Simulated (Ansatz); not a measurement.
## Data sheet: LiTaO₃ (DFT)

LiTaO₃:
```xyz
5
Lattice="3.8939 0.0000 0.0000 0.0000 3.8939 0.0000 0.0000 0.0000 3.9612" Properties=species:S:1:pos:R:3 pbc="T T T"
Ta     1.9470     1.9470     1.6074
Li     0.0000     0.0000     0.6284
O      1.9470     1.9470     3.4329
O      1.9470     0.0000     1.3367
O      0.0000     1.9470     1.3367
```

Space group P4mm (No. 99); conventional cell a = b = 3.8939 Å, c = 3.9612 Å, α = β = γ = 90.00°.

Method: LDA (plane waves, PAW; program Ansatz). The cell and atoms are relaxed at this level. Other levels are named where they apply.

**Cell and energy**

Volume per atom: 12.01 Å³
Density: 6.52 g/cm³
Formation energy from the elements (no fitted shifts): -2747 meV/atom

**Electronic structure**

- Band gap: 2.13 eV (indirect)
- Valence-band maximum: on the R–A line, 2 % of the way from R
- Conduction-band minimum: at Γ
- Smallest direct gap on the standard path: 2.97 eV
- Electron effective mass: 0.30, 0.30, 13 mₑ (principal values)

**Mechanics**

- Bulk modulus (Birch–Murnaghan fit): 159 GPa
- Pressure derivative B′: 5.8

**Dielectric response**

* **Electronic dielectric constant ε∞ (DFPT)**: 4.56 (xx = yy), 4.42 (zz)
* **Static dielectric constant ε0 (ions relaxed, cell fixed)**: 37.7 (xx = yy), 14.9 (zz)
* **Born charges (a third of the trace)**: Ta +7.38, Li +1.06, O -2.90 to -2.64 e
* **Largest static χ(2) component**: 26 pm/V

**Phonons**

* **Highest zone-centre frequency (without LO–TO term)**: 21.16 THz
* **Zone-centre stability**: no imaginary mode at Γ
* **Dynamical stability on the path**: unstable, down to 72i cm⁻¹

The start of the workflow was typed in or built on a structure type; neither database checked (COD, Materials Project) lists it. It is not the phase usual at ambient conditions (space group No. 161). Symmetry was held in the LDA relaxation. The run is not spin-polarised. The references are the lowest solids computed at this level, not always the standard phases (solids in place of the gases). Spin–orbit coupling is left out wherever it is not named.

Potentials: the later of the program's two PAW sets.
